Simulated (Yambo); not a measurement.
K2Pt (space group Fm-3m, No. 225): one transition space (6×6×6 mesh, 6 valence and 6 conduction bands, Tamm-Dancoff) with different kernels in Yambo, on PBEsol orbitals; field along x. BSE alone uses the static screening with 57 bands and a 4 Ry block; its scissor and those of RPA and TDDFT come from G0W0, that of the TDHF-type run from bare exchange.

```csv
kernel,scissor (eV),direct gap with it (eV),lowest state (eV),rough cost
BSE (screened electron-hole attraction),0.82,2.29,1.71 (dark),1 (with the screening)
RPA (no attraction),0.82,2.29,2.29 (weak),about 1/5
```

Costs are rough.

RPA leaves the lowest state at the direct gap: no bound exciton. These are vertical excitations (zero momentum). Spin singlets only. Strong means a line over 3 % of the spectrum's maximum, dark under 0.03 %. Absolute energies carry the error of the G0W0 scissor, whose convergence isn't established. Convergence of the binding with the mesh was not shown.

Spin-orbit coupling is not included.

Geometry relaxed with PBEsol; primitive cell a = b = c = 5.284 Å, α = β = γ = 60.00°.

The structure is a Materials Project entry; no match was found in the copy of COD used, and its stability was not checked.
